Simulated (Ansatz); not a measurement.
## CaZn (P-6m2), two-dimensional strain map

These are results of DFT r2SCAN, scalar-relativistic, plane waves, PAW (Ansatz), not measurements. Cutoff 500 eV, Γ-centred 15×15×12 k-points, Gaussian smearing of 0.15 eV. No spin polarisation. Energies are free energies at this smearing, counted from the undisturbed cell; pressure is positive in compression.

The starting cell (as given, not relaxed at this level; it stands at -0.9 GPa, and it needn't be the usual structure):

```
Ca Zn
1.0
     3.91817    0.00000    0.00000
    -1.95909    3.39323    0.00000
     0.00000    0.00000    4.33063
Ca Zn
1 1
Direct
  0.00000 0.00000 0.00000
  0.66667 0.33333 0.50000
```

The cell is strained by p along both x and y and by q along z, fractional coordinates fixed. Points are written (p, q).

Energy above the undisturbed cell in meV/atom (a dash: not computed):

```csv
p \ q,-0.050,0.000,0.050
-0.050,?,18.0,21.8
0.000,-6.7,0.0,24.2
0.050,?,29.0,–
```

**Question.** Fill in the withheld energies.

**Answer.** (-0.050, -0.050): 37.7; (0.050, -0.050): 3.6.